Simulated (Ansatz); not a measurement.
PW:
```
PW
1.0
    5.68728     0.00000     0.00000
    0.00000     3.22533     0.00000
    0.00000     0.00000     6.22345
P W
4 4
Direct
  0.31829   0.75000   0.56476
  0.68171   0.25000   0.43524
  0.18171   0.25000   0.06476
  0.81829   0.75000   0.93524
  0.98664   0.75000   0.31180
  0.01336   0.25000   0.68820
  0.51336   0.25000   0.81180
  0.48664   0.75000   0.18820
```

Relaxed with PBEsol. Special points in fractions of this cell's reciprocal vectors: Γ (0.000, 0.000, 0.000); X (0.500, 0.000, 0.000); S (0.500, 0.500, 0.000); Y (0.000, 0.500, 0.000); Z (0.000, 0.000, 0.500); U (0.500, 0.000, 0.500); R (0.500, 0.500, 0.500); T (0.000, 0.500, 0.500).

Task: List the band energies nearest the Fermi level at these points for DFT-PBEsol in the program Ansatz with PAW potentials.

Result: In eV from the Fermi level; about four levels below and three above (degenerate sets whole), none deeper than 8.9 eV; points with the same levels are listed once.

```csv
k,below,above
Γ,-0.96 -0.92 -0.71 -0.50,0.54 0.90 1.17
X,-1.33 -1.33 -0.52 -0.52,0.56 0.56 1.37 1.37
S,-2.58 -2.58 -2.58 -2.58,0.99 0.99 0.99 0.99
Y,-0.35 -0.35 -0.03 -0.03,2.16 2.16 2.74 2.74
Z,-1.80 -1.80 -1.42 -1.42,0.10 0.10 1.00 1.00
U,-1.58 -1.58 -0.80 -0.80,0.41 0.41 0.78 0.78
R,-2.13 -2.13 -2.13 -2.13,0.38 0.38 0.38 0.38
T,-1.84 -1.84 -0.50 -0.50,0.56 0.56 2.28 2.28
```

Space group Pnma. The first step of the workflow began from a Materials Project structure, measured or hypothetical; the Crystallography Open Database files this formula in space group No. 62, but the cells were not matched. Its standing as an ambient phase is unchecked. Symmetry was held in the PBEsol relaxation; its stability against distortions is not shown here. The run is not spin-polarised. Scalar-relativistic: spin–orbit coupling is off unless named, which matters more the heavier the elements.

Potentials: the later of the program's two PAW sets.
